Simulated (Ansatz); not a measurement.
An Ansatz input (plane waves, PAW) for SnO2 in the rutile structure that has something wrong with it:

```yaml
crystal:
  lattice:
    - [4.7602402987, 0.0, 0.0]
    - [0.0, 4.7602402987, 0.0]
    - [0.0, 0.0, 3.2007837667]
  atoms:
    - { symbol: Sn, position: [0.0, 0.0, 0.0] }
    - { symbol: Sn, position: [0.5, 0.5, 0.5] }
    - { symbol: O, position: [0.3059140393, 0.3059140393, 0.0] }
    - { symbol: O, position: [0.8059140393, 0.1940859607, 0.5] }
    - { symbol: O, position: [0.1940859607, 0.8059140393, 0.5] }
    - { symbol: O, position: [0.6940859607, 0.6940859607, 0.0] }
basis:
  ecutwfc: 500
  ecutrho_ratio: 4
kpoints:
  mp_grid: { grid: [6, 6, 10] }
hamiltonian:
  xc: r2scan
scf:
  occupations: { method: gaussian, width: 0.05 }
  max_iter: 50
output:
  forces: true
  stress: true
ENCUT: 0.3
```

Launched as:
```sh
ansatz run input.yaml --threads 4 --pin off --max-ram 7168MiB --backend cpu --events-out ev --progress --plain --runs-dir out
```

Q: What is wrong with it?

A: A keyword of another program. Against the sound input: ENCUT: 0.3 (the cap on iterations is only a precaution).

What the program printed:

```
Error: YAML parse error: error: line 26 column 1: unknown field `ENCUT`, expected one of crystal, accuracy, basis, kpoints, hamiltonian, magnetization, projection, total_charge, correlation, batch, efield, external_charges, scf, relax, neb, saddle, md, ramp, phonons, dielectric, real_time, elastic, magnetic_configurations, gw, evaluate, workflow, output, checkpoint, execution
  --> <input>:26:1
   |
```

The input was refused before any iteration. It ran for 0.02 s on 4 threads of Intel(R) Xeon(R) Platinum 8488C (Sapphire Rapids), with other jobs on the host, peak memory 0.028 GiB. The run before the change (r²SCAN, 500 eV, 6×6×10 mesh) gave:

```tsv
run	P (GPa)	gap on the mesh (eV)	cell moment (μB)	largest force component (eV/Å)
sound	0.0	1.77	–	0.000
```

The start was a prototype's sites filled with these elements; the Crystallography Open Database holds the compound in this structure.

Of that run: Kohn–Sham gaps of semilocal functionals lie under measured ones, often by a third or more.
